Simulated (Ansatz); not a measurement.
**From the elastic tensor of GaNi to moduli and sound speeds**

Method: DFT LDA, scalar-relativistic, plane waves, PAW (Ansatz). Cutoff 420 eV, 14×14×14 k-points (Γ-centred), Fermi-Dirac smearing of 0.15 eV. No spin polarisation.

It takes space group Pm-3m (No. 221, cubic). The conventional cell has a = 2.842 Å, b = 2.842 Å, c = 2.842 Å, α = 90.00°, β = 90.00°, γ = 90.00°. Around Ga (site symmetry m-3m) lie 8 Ni at 2.46 Å. Ni (site symmetry m-3m) has 8 Ga at 2.46 Å as nearest neighbours.

In a metal, frequencies and elastic constants depend on the k mesh and the smearing, soft modes and shear constants most. Spin polarisation was left out, and a magnetic state may lie lower.

Relaxed-ion constants (GPa, on the Cartesian axes of the calculation):
```
212.9 180.4 180.4   0.0   0.0   0.0
180.4 212.9 180.4   0.0   0.0   0.0
180.4 180.4 212.9   0.0   0.0   0.0
  0.0   0.0   0.0  98.3   0.0   0.0
  0.0   0.0   0.0   0.0  98.3   0.0
  0.0   0.0   0.0   0.0   0.0  98.3
```

Density 9.287 g/cm³; 2 atoms in 22.96 Å³.

The values that follow are for a polycrystal of randomly turned grains, by Hill's mean where one number stands. In a crystal this anisotropic the Voigt and Reuss bounds lie far apart, so Hill's mean and the sound speeds and Debye temperature from it are rough.

With S = C⁻¹: B_V = (C11+C22+C33+2(C12+C13+C23))/9, G_V = (C11+C22+C33−C12−C13−C23+3(C44+C55+C66))/15, 1/B_R = S11+S22+S33+2(S12+S13+S23), 15/G_R = 4(S11+S22+S33−S12−S13−S23)+3(S44+S55+S66); Hill is their mean. Then v_l = √((B+4G/3)/ρ), v_t = √(G/ρ), v_m = [(2/v_t³+1/v_l³)/3]^(−1/3) and Θ = (ħ/k_B)·v_m·(6π²n/V)^(1/3) for n atoms in the volume V; E = 9BG/(3B+G), ν = (3B−2G)/(2(3B+G)) and A^U = 5G_V/G_R + B_V/B_R − 6.

```json
{"Bulk modulus, Voigt / Reuss / Hill": "191.3 / 191.3 / 191.3 GPa", "Shear modulus, Voigt / Reuss / Hill": "65.5 / 32.5 / 49.0 GPa", "Young's modulus": "135 GPa", "Poisson ratio": "0.382", "Pugh ratio B/G": "3.90 (over 1.75, the rule of thumb for ductile)", "Universal anisotropy index": "5.06", "Longitudinal and transverse sound speeds": "5257 and 2297 m/s", "Debye temperature from the mean sound speed": "342 K"}
```

Cost: 1 run of about 1.3 core-minutes, on Arm Neoverse V1 (shared hosts).